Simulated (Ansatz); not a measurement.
Calculated with Ansatz: Rb₄Sn₂Au₇, relaxation

Launch command:

```bash
ansatz run input.yaml --threads 2 --pin off --max-ram 3584MiB --backend cpu --events-out ev --progress --plain --runs-dir out
```

Input:

```yaml
crystal:
  lattice:
    - [6.78633, 0.0, 0.0]
    - [-3.393165, 5.877136, 0.0]
    - [-3.393165, 1.959042, 9.66222]
  atoms:
    - { symbol: Au, position: [0.78747, 0.21253, 0.77031] }
    - { symbol: Au, position: [0.78747, 0.80463, 0.77031] }
    - { symbol: Au, position: [0.19537, 0.21253, 0.77031] }
    - { symbol: Au, position: [0.21253, 0.78747, 0.22969] }
    - { symbol: Au, position: [0.80463, 0.78747, 0.22969] }
    - { symbol: Au, position: [0.21253, 0.19537, 0.22969] }
    - { symbol: Au, position: [0.0, 0.0, 0.0] }
    - { symbol: Sn, position: [0.45008, 0.54992, 0.35024] }
    - { symbol: Sn, position: [0.54992, 0.45008, 0.64976] }
    - { symbol: Rb, position: [0.18684, 0.81316, 0.56052] }
    - { symbol: Rb, position: [0.81316, 0.18684, 0.43948] }
    - { symbol: Rb, position: [0.31482, 0.68518, 0.94446] }
    - { symbol: Rb, position: [0.68518, 0.31482, 0.05554] }
  symmetry: { tolerance: 0.0003 }
kpoints:
  mp_grid: { grid: [5, 5, 5], shift: [0, 0, 0] }
magnetization:
  spin_polarized: false
scf:
  occupations: { method: fermi_dirac, width: 0.1115 }
  lower_state_search: "off"
hamiltonian:
  pseudopotentials: { kind: paw }
  xc: r2scan
basis:
  ecutwfc: 500
  fft_grid_basis: typed
relax:
  max_steps: 80
  cell: { p_target: 0.0 }
output:
  forces: true
  stress: true
  eigenvalues: true
  populations: true
  elf: true
  write_potential: true
  volumetric_format: npy
  dos:
    e_range: [-12, 8]
    de: 0.05
    projected: { site_lists: { Au: [Au], Rb: [Rb], Sn: [Sn] } }
  bader: false
checkpoint:
  read: saved_state
```

Origin of the cell: a known structure type with other elements, at an estimated volume, so it need not be a known compound.

The saved state is a converged single point of the same cell.

Steps («new basis» is an SCF on plane waves selected anew at the same cell):

```csv
step,ΔF (meV/atom),max force component (eV/Å),P (GPa),volume (Å³),SCF iterations,step was
1,0.0,0.181,1.29,385.37,6,accepted
2,-2.4,0.250,-0.34,397.37,7,accepted
3,-3.1,0.071,-0.09,396.97,7,accepted
4,-3.2,0.011,-0.03,396.05,6,accepted
5,-3.2,0.001,0.01,395.80,6,accepted
6,-3.4,0.001,0.01,395.80,7,new basis
```

Before:

Space group R-3m (No. 166); the run's cell has a = 6.786 Å, b = 6.786 Å, c = 10.426 Å, α = 71.01°, β = 108.99°, γ = 120.00°. Shortest distances: Au–Sn 2.60 Å, Au–Au 2.73 Å, Sn–Sn 2.89 Å, Au–Rb 3.57 Å.

The relaxed structure.

Space group R-3m (No. 166); the run's cell has a = 6.857 Å, b = 6.857 Å, c = 10.495 Å, α = 70.93°, β = 109.07°, γ = 120.00°. Shortest distances: Au–Sn 2.62 Å, Au–Au 2.77 Å, Sn–Sn 2.91 Å.

```
CELL_PARAMETERS angstrom
6.85724 0.00000 0.00000
-3.42862 5.93854 0.00000
-3.42862 1.97951 9.71963
ATOMIC_POSITIONS crystal
Au 0.78753 0.21247 0.76806
Au 0.78753 0.80699 0.76806
Au 0.19301 0.21247 0.76806
Au 0.21247 0.78753 0.23194
Au 0.80699 0.78753 0.23194
Au 0.21247 0.19301 0.23194
Au 0.00000 0.00000 0.00000
Sn 0.45008 0.54992 0.35024
Sn 0.54992 0.45008 0.64976
Rb 0.18794 0.81206 0.56381
Rb 0.81206 0.18794 0.43619
Rb 0.31588 0.68412 0.94764
Rb 0.68412 0.31588 0.05236
```

- Free energy lowered by: 3.4 meV/atom
- Volume change: 2.71 %
- Final pressure: 0.01 GPa
- Relaxation steps listed: 6
- Formation energy (elements under the same functional, gases as molecules, uncorrected): -0.387 eV/atom

Caveats: no moments, though an odd count or open d shells may carry them; no spin-orbit coupling, though heavy elements are present; the relaxation held the start's symmetry, so the end may be a saddle point.

The run took 7.6 min on 2 threads of Arm Neoverse V1 (shared host), peak memory 2.2 GiB, from a saved density.
